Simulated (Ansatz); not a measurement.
Ti$_{3}$Al, first-principles data

Ti₃Al:
```
Ti3Al
1.0
    0.00000     3.23030     3.23030
    3.23030     0.00000     3.23030
    3.23030     3.23030     0.00000
Ti Al
3 1
Direct
  0.75000   0.75000   0.75000
  0.25000   0.25000   0.25000
  0.00000   0.00000   0.00000
  0.50000   0.50000   0.50000
```
The run is spin-polarised; directions of the spins, atom by atom: ↑ ↑ ↑ 0.

Space group Fm-3m (No. 225); conventional cell a = b = c = 6.4606 Å, α = β = γ = 90.00°.

Method: the program Ansatz at the r²SCAN level (PAW). Geometry: relaxed at this level of theory. Other levels are named where they apply.

**Cell and energy**

```
Item                                                           Value
-----------------------------------------------------  -------------
Volume per atom                                             16.85 Å³
Density                                                   4.20 g/cm³
Formation energy from the elements (no fitted shifts)  -0.23 eV/atom
```

**Electronic structure**

```
Property                                                                    Result
------------------------------------  --------------------------------------------
Electronic character                                             metallic (no gap)
Density of states at the Fermi level  0.83 states/eV per atom (mean over ±0.08 eV)
```

**Magnetism**

```
Property                  Result
--------------  ----------------
Magnetic order     ferromagnetic
Net moment      0.60 μB per atom
```

**Mechanics**

```
Quantity                             Result
----------------------------------  -------
Bulk modulus (Birch–Murnaghan fit)  114 GPa
Pressure derivative B′                  3.8
```

**Charges**

```
Property                              Result
-------------  -----------------------------
Bader charges  Ti +0.28 to +0.57, Al -1.42 e
```

The workflow started from a Materials Project entry (that database holds measured and hypothetical structures alike); the Crystallography Open Database copy checked does not list it. With Ti and Al taken as one species the cell has the higher symmetry Im-3m, so it may be an ordered model of a mixed-site phase. It is not the phase usual at ambient conditions (space group No. 194). Symmetry was held in the r²SCAN relaxation; its stability against distortions is not shown here. Spin order of the final state: ferromagnetic, chosen from 3 collinear starts compared on coarse meshes (ties went to the first, and starts can fall back to one state), not a proven ground state. Other orbital occupations within this spin state were not tried. Point labels and valley counts follow the cell and symmetry of the run, lower than the named group. The references are the lowest solids computed at this level, not always the standard phases.

Potentials: the later of the program's two PAW sets.
